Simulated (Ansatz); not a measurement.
NbCo2:
```
NbCo2
1.0
    4.79196     0.00000     0.00000
   -2.39598     4.14996     0.00000
    0.00000     0.00000     7.89819
Nb Co
4 8
Direct
  0.33333   0.66667   0.44031
  0.66667   0.33333   0.55969
  0.66667   0.33333   0.94031
  0.33333   0.66667   0.05969
  0.00000   0.00000   0.50000
  0.00000   0.00000   0.00000
  0.83091   0.16909   0.25000
  0.16909   0.83091   0.75000
  0.66181   0.83091   0.75000
  0.33819   0.16909   0.25000
  0.83091   0.66181   0.25000
  0.16909   0.33819   0.75000
```
The run is spin-polarised; directions of the spins, atom by atom: ↑ ↑ ↑ ↑ ↑ ↑ ↑ ↑ ↑ ↑ ↑ ↑.

Relaxed with r²SCAN.

Problem. Give the Bader charges and basin volumes of the independent atoms, DFT-r²SCAN in the program Ansatz with PAW potentials.

Solution. 

```csv
atom,Bader charge (e),Bader volume (Å³)
Nb1,+0.88,14.5
Co5,-0.46,12.5
Co7,-0.43,12.4
```

Space group P6_3/mmc. The first step of the workflow began from a Materials Project structure, measured or hypothetical; the Crystallography Open Database copy checked does not list it. COD files the formula under space group No. 227. Its standing as an ambient phase is unchecked. The cell was relaxed with r²SCAN under the symmetry of its start; its stability against distortions is not shown here. Magnetic state: ferromagnetic, chosen from 3 collinear starts compared on coarse meshes (ties went to the first, and starts can fall back to one state), not a proven ground state. Other orbital occupations within this spin state were not tried.

Potentials: the later of the program's two PAW sets.
